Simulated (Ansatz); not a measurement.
**Kick test of a cell of Si2Ge2P**

The structure comes from a generated guess, relaxed at this level; another structure or a mixture of phases may lie lower.

All numbers below come from DFT PBE, scalar-relativistic, plane waves, PAW (Ansatz). Settings: cutoff 420 eV, Γ-centred mesh 12×12×6 on the computed 5-atom cell, Gaussian smearing of 0.10 eV; no spin polarisation.

The cell below (5 atoms, space group P-3m1 (No. 164)) is relaxed within its symmetry.

```xyz
5
Lattice="3.5236 0.0000 0.0000 -1.7618 3.0515 0.0000 0.0000 0.0000 8.0709" Properties=species:S:1:pos:R:3 pbc="T T T"
Si    1.7618    1.0172    6.6439
Si    0.0000    2.0344    1.4270
Ge    1.7618    1.0172    3.1378
Ge    0.0000    2.0344    4.9332
P     0.0000    0.0000    0.0000
```

For the test a repeat of it with 10 atoms (edges 3.52, 6.10, 8.07 Å) was strained at random (σ = 1.5 % a component), the atoms were moved at random (σ = 0.15 Å), and all was relaxed again on a coarse 6×4×4 mesh (in the run’s order of axes) with 0.20 eV smearing, with no symmetry imposed.

The cell is a metal run without spin; a magnetic state may lie lower.

Q: What happens?

A: It returns, within 1 meV/atom of the unmoved cell on that mesh and with the same symmetry when read at 0.1 Å (C2/m at 0.01 Å, so small strains and shifts remain). No instability shows in this cell; modes of other wave vectors, which need another repeat, aren't tested. Another cell of Si2Ge2P relaxed alike, in R-3m, lies 22 meV/atom lower, so this cell isn't the stable form at this level.
